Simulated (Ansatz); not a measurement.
Starting cell, InSb (zinc blende):

```xyz
2
Lattice="0.0000 3.2596 3.2596 3.2596 0.0000 3.2596 3.2596 3.2596 0.0000" Properties=species:S:1:pos:R:3 pbc="T T T"
Sb     4.8894     4.8894     4.8894
In     0.0000     0.0000     0.0000
```

In this cell atom 1 (Sb, nearest neighbour In at 2.823 Å; its periodic images, 4.6 Å or more away, move with it) is moved by s along Cartesian [110], unit vector (0.707, 0.707, 0.000); all other atoms and the cell stay fixed.

All values below come from PBEsol (plane waves to 420 eV, PAW, scalar-relativistic; Ansatz, a program for electronic structure). k mesh 10×10×10 (Γ-centred), Fermi-Dirac smearing 0.05 eV. Energies are smeared free energies. With partly filled bands, energies and forces of such displacements shift with the k mesh and the smearing. At this level the bands of InSb touch or barely overlap; measurements give the solid a gap. InSb was relaxed with its symmetry unable to fall. Spin-orbit coupling is left out, though Sb is heavy. ΔE is measured from the undisplaced structure. The last digit holds for this mesh only.

```
s (Å)   ΔE (meV/cell)
------  -------------
-0.560         1102.6
-0.448          686.3
-0.336          377.8
-0.224          165.7
-0.112           41.1
0.000             0.0
0.112            41.1
0.224           165.7
0.336           377.8
0.448           686.3
0.560          1102.6
```

### Question
What force constant k = d²E/ds² at s = 0 does the table give?

### Answer
6.5 eV/Å². It is the second difference of the nearest points, corrected with the next pair.

### Question
With k = 6.56 eV/Å² from the forces, is the well harmonic out to s = 0.560 Å?

### Answer
½ks² = 1028 meV/cell against the computed 1103 meV/cell, so the well is stiffer than harmonic there.

(For displaced atoms, the force is minus the slope of the energy, and its curvature is a force constant, which sets phonon frequencies.)
